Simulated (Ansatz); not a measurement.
## Al₂O₃ — field gradients at the nuclei

The cell is a Materials Project structure (computed, not necessarily an observed phase).

```cif
data_Al2O3
_symmetry_space_group_name_H-M 'R-3c:H'
_symmetry_Int_Tables_number 167
_cell_length_a 4.8050
_cell_length_b 4.8050
_cell_length_c 13.1163
_cell_angle_alpha 90.000
_cell_angle_beta 90.000
_cell_angle_gamma 120.000
loop_
_atom_site_label
_atom_site_type_symbol
_atom_site_symmetry_multiplicity
_atom_site_Wyckoff_symbol
_atom_site_fract_x
_atom_site_fract_y
_atom_site_fract_z
Al Al 12 c 0.0000 0.0000 0.1479
O O 18 e 0.0272 0.6667 0.9167
```

One atom of each set is listed; the run and its k-mesh use a cell of 10 atoms with edges of 5.18, 5.18, 5.18 Å.

Level of theory: DFT, PBE, plane waves and PAW, scalar-relativistic, 420 eV cutoff, Γ-centred 5×5×5 k-points, Fermi–Dirac smearing 0.02 eV (Ansatz 0.2.0).

C_Q = eQV_zz/h, which is 24.18 MHz for Q = 1 b and V_zz = 10²¹ V/m²; η = (V_xx − V_yy)/V_zz. ν_Q = 3|C_Q|/[2I(2I − 1)].

27Al: I = 5/2, Q = 146.6 mb; O-17: I = 5/2, Q = -25.58 mb. Q values from Pyykkö, Mol. Phys. 116, 1328 (2018).

Task: Give the quadrupolar parameters of the distinct sites.

Result: 

```tsv
site	atoms	first shell	C_Q (MHz)	η	ν_Q (MHz)
Al	4	6 O at 1.87–1.99 Å	1.90	0.00	0.285
O	6	4 Al at 1.87–1.99 Å; also 2 Al at 3.25 Å	2.47	0.52	0.371
```

An axis of threefold or higher order runs through Al, so V_zz lies along it and η is zero.
